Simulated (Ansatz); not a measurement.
# BaTiO₃: relaxation (Ansatz)

input.yaml:

```yaml
crystal:
  lattice:
    - [4.01487455, 0.0, 0.0]
    - [0.0, 4.01487455, 0.0]
    - [0.0, 0.0, 8.02974909]
  atoms:
    - { symbol: Ba, position: [0.5, 0.5, 0.25] }
    - { symbol: Ba, position: [0.5, 0.5, 0.75] }
    - { symbol: Ti, position: [0.0, 0.0, 0.0] }
    - { symbol: Ti, position: [0.0, 0.0, 0.5] }
    - { symbol: O, position: [0.5, 0.0, 0.0] }
    - { symbol: O, position: [0.5, 0.0, 0.5] }
    - { symbol: O, position: [0.0, 0.5, 0.0] }
    - { symbol: O, position: [0.0, 0.5, 0.5] }
    - { symbol: O, position: [0.0, 0.0, 0.25] }
    - { symbol: O, position: [0.0, 0.0, 0.75] }
  symmetry: { tolerance: 0.0003 }
kpoints:
  mp_grid: { grid: [6, 6, 3], shift: [0, 0, 0] }
magnetization:
  spin_polarized: false
scf:
  occupations: { method: fermi_dirac, width: 0.05 }
  lower_state_search: "off"
hamiltonian:
  pseudopotentials: { kind: paw }
  xc: r2scan
basis:
  ecutwfc: 500
  fft_grid_basis: typed
relax:
  max_steps: 80
  cell: { p_target: 5.0 }
output:
  forces: true
  stress: true
  eigenvalues: true
  bader: true
  populations: true
  elf: true
  write_potential: true
  volumetric_format: npy
  dos:
    e_range: [-12, 8]
    de: 0.05
    projected: { site_lists: { Ba: [Ba], O: [O], Ti: [Ti] } }
checkpoint:
  read: saved_state
```

The command:

```bash
ansatz run input.yaml --threads 2 --pin off --max-ram 3584MiB --backend cpu --events-out ev --progress --plain --runs-dir out
```

Origin of the cell: a database entry, scaled a little.

The saved state is a converged single point of the same cell.

Excerpt of the output:

```
Pseudopotentials: kind: paw
Pseudopotential: Ba, paw, valence charge 10, recommended cutoff 500 eV (meta_gga), Ba.paw.azcp
Pseudopotential: Ti, paw, valence charge 12, recommended cutoff 500 eV (meta_gga), Ti.paw.azcp
Pseudopotential: O, paw, valence charge 6, recommended cutoff 500 eV (meta_gga), O.paw.azcp
Functional definition: r2SCAN
  exchange = r2scan_x(k0 = k0, k1 = k1, a1 = a1)
  correlation = r2scan_c
Crystal: 10 atoms, lattice volume = 129.433 Å³
Basis set: ecut = 500 eV, 3301 PW (Γ), exchange–correlation on 120×120×240 points (64 copies of the dense FFT grid, shifted against one another)
Bands: 50, of which v1, the nominal top of the filled ones, is band 40 counted from 1 (39 counted from 0)
Symmetry: 32 space group operations
[… 12 lines left out …]
Initial density: read from a saved state, or passed on in memory by an earlier SCF of this step, an earlier step, the calling program or the single point that the run made first
Functional: x = r2scan, c = r2scan; τ floored in thin density (d = 2e-4 eV/Å³)
SCF iter   1: F=-20367.569181 eV  HF=-20367.566918 eV  Δρ=1.05e-3  dr2=3.05e-4  dr2_τ=1.33e-3
SCF iter   2: F=-20367.569304 eV  HF=-20367.569017 eV  Δρ=5.61e-4  dr2=9.81e-5  dr2_τ=1.67e-4
SCF iter   3: F=-20367.569309 eV  HF=-20367.569338 eV  Δρ=1.69e-4  dr2=3.44e-5  dr2_τ=4.58e-6
SCF iter   4: F=-20367.569331 eV  HF=-20367.569332 eV  Δρ=3.77e-5  dr2=1.69e-6  dr2_τ=4.77e-7
SCF iter   5: F=-20367.569332 eV  HF=-20367.569332 eV  Δρ=2.25e-5  dr2=4.10e-7  dr2_τ=1.24e-7
SCF iter   6: F=-20367.569332 eV  HF=-20367.569332 eV  Δρ=7.66e-6  dr2=4.44e-8  dr2_τ=1.75e-8
relax step   1: F+E_penalty+E_count = -20367.569332 eV  Δ(F+E_penalty+E_count) = +0.000e0 eV  max|allowed force component| = 0.0 eV/Å  Δτ_max = 0.0000 Å  P = -2.725 GPa  Ω = 129.433 Å³  (6 SC […]
relax step   2: F+E_penalty+E_count = -20367.500163 eV  Δ(F+E_penalty+E_count) = +6.917e-2 eV  max|allowed force component| = 0.0 eV/Å  Δτ_max = 0.0000 Å  P = +6.768 GPa  Ω = 123.079 Å³  ener […]
relax step   3: F+E_penalty+E_count = -20367.540924 eV  Δ(F+E_penalty+E_count) = -4.076e-2 eV  max|allowed force component| = 0.0 eV/Å  Δτ_max = 0.0000 Å  P = +4.876 GPa  Ω = 124.215 Å³  ener […]
relax step   4: F+E_penalty+E_count = -20367.538640 eV  Δ(F+E_penalty+E_count) = +2.285e-3 eV  max|allowed force component| = 0.0 eV/Å  Δτ_max = 0.0000 Å  P = +4.998 GPa  Ω = 124.140 Å³  ener […]
relax step   5: F+E_penalty+E_count = -20367.536376 eV  Δ(F+E_penalty+E_count) = +2.263e-3 eV  max|allowed force component| = 0.0 eV/Å  Δτ_max = 0.0000 Å  P = +5.013 GPa  Ω = 124.140 Å³  stress off target by 1.28e-2 GPa […]
SCF 5 converged in 6 iterations: F = -20367.536376 eV  dr2 = 1.48e-11
basis re-selected at this cell: Δ(F+E_penalty+E_count) = +2.263e-3 eV, ΔP = +0.015 GPa vs the last step (what re-selecting the basis moved, of the pressure what is left beyond the Pulay corre […]
SCF converged after 6 iterations
Free energy (F): -20367.536376 eV
Harris-Foulkes:  -20367.536376 eV  (|F-HF|=7.28e-12)
Internal energy: -20367.536376 eV  (E = F + TS)
E sigma→0 (E₀):  -20367.536376 eV
Fermi energy:    11.589867 eV
--- Per-component energies (eV) ---
  E_band       = -309.660712
  E_kinetic    = 1954.502498
  E_local      = -4105.098495  (includes V_loc(G=0)·N_el)
  E_nonlocal   = 399.161485
  E_hartree    = 1611.064761
  E_xc         = -952.770945
  E_vxc        = -1211.196261  (∫ρ·V_xc dr)
  E_paw        = -13570.657010  (= ΣΔE_a)
  E_vpaw       = -642.510450  (= ΣTr[D̂ρ^β])
  E_aug_tail   = 0.006686  (compensation charges beyond the density's cutoff)
  E_vtau       = 73.344267  (kinetic-family band-sum trace: ∫τ·v_τ [+ j·A + Jᵃ·Aᵃ] dr)
  E_ewald      = -5703.187628
  E_core_change = -0.557728  (= ΣΔE_core)
  E_smearing   = -0.000000  (= −TS)
  Σ components = -20367.536376   (vs F -20367.536376, Δ=0.00e0)
--- Forces (eV/Å), atoms counted from 1 ---
  atom   1  Ba     0.000000     0.000000     0.000000
  atom   2  Ba     0.000000     0.000000     0.000000
  atom   3  Ti     0.000000    -0.000000     0.000000
  atom   4  Ti    -0.000000    -0.000000    -0.000000
  atom   5  O     -0.000000    -0.000000     0.000000
  atom   6  O     -0.000000    -0.000000    -0.000000
  atom   7  O     -0.000000     0.000000     0.000000
  atom   8  O      0.000000     0.000000    -0.000000
  atom   9  O      0.000000     0.000000     0.000000
  atom  10  O     -0.000000     0.000000     0.000000
  max |Σ_I F_I| component: 0.0 eV/Å
--- Stress (GPa, compression-positive) ---
        5.012770      -0.000000       0.000000
       -0.000000       5.012770       0.000000
        0.000000       0.000000       5.012770
  P = ⅓ Tr σ = 5.0128 GPa (50.128 kbar)
--- Relaxed structure (4 steps of the walk, 4 accepted, 1 SCFs on fresh bases) ---
  F+E_penalty+E_count = -20367.536376 eV   max|allowed force component| = 0.0 eV/Å   (the final SCF, on the basis selected at the relaxed cell)
  cell:  # Å, volume = 124.1397 Å³
    - [3.959377, 0.0, 0.0]
    - [0.0, 3.959377, 0.0]
    - [0.0, 0.0, 7.918754]
  atoms:
    - { symbol: Ba, position: [0.500000, 0.500000, 0.25] }
    - { symbol: Ba, position: [0.500000, 0.500000, 0.75] }
    - { symbol: Ti, position: [0.0, 0.0, 0.0] }
    - { symbol: Ti, position: [0.0, 0.0, 0.5] }
    - { symbol: O, position: [0.500000, 0.0, 0.0] }
    - { symbol: O, position: [0.500000, 0.0, 0.5] }
    - { symbol: O, position: [0.0, 0.500000, 0.0] }
    - { symbol: O, position: [0.0, 0.500000, 0.5] }
    - { symbol: O, position: [0.0, 0.0, 0.25] }
    - { symbol: O, position: [0.0, 0.0, 0.75] }
--- Löwdin populations: 10 sites ---
  site symbol       q [e]
     0     Ba      8.2119
     1     Ba      8.2119
     2     Ti     10.6956
     3     Ti     10.6956
     4      O      6.9164
     5      O      6.9164
     6      O      6.9164
     7      O      6.9164
     8      O      6.9164
     9      O      6.9164
  spilling = 0.008581 (of n_electrons = 80.000000)
--- Bader charges: 10 sites ---
  site symbol  charge [e]  shift [e]
     0     Ba      1.5673     0.0000
     1     Ba      1.5673     0.0000
     2     Ti      2.3210     0.0029
     3     Ti      2.3210     0.0029
     4      O     -1.2961     0.0010
     5      O     -1.2961     0.0010
     6      O     -1.2961     0.0010
     7      O     -1.2961     0.0010
     8      O     -1.2961     0.0010
     9      O     -1.2961     0.0010
  estimated error of the sums over rays = 5.0e-4 e
```

Before:

Space group Pm-3m (No. 221); the run's cell has a = 4.015 Å, b = 4.015 Å, c = 8.030 Å, α = 90.00°, β = 90.00°, γ = 90.00°. Shortest distances: O–Ti 2.01 Å, Ba–O 2.84 Å, O–O 2.84 Å, Ba–Ti 3.48 Å.

After:

Space group Pm-3m (No. 221); the run's cell has a = 3.959 Å, b = 3.959 Å, c = 7.919 Å, α = 90.00°, β = 90.00°, γ = 90.00°. Shortest distances: O–Ti 1.98 Å, Ba–O 2.80 Å, O–O 2.80 Å, Ba–Ti 3.43 Å.

* Enthalpy lowered by: 13.2 meV/atom
* Volume change: -4.09 %
* Final pressure: 5.01 GPa
* Relaxation steps listed: 5

Caveats: the relaxation held the start's symmetry, so the end may be a saddle point.

The run took 110 s on 2 threads of Intel(R) Xeon(R) Platinum 8259CL CPU @ 2.50GHz (Skylake/Cascade Lake), with other jobs on the host, peak memory 0.81 GiB, from a saved density.
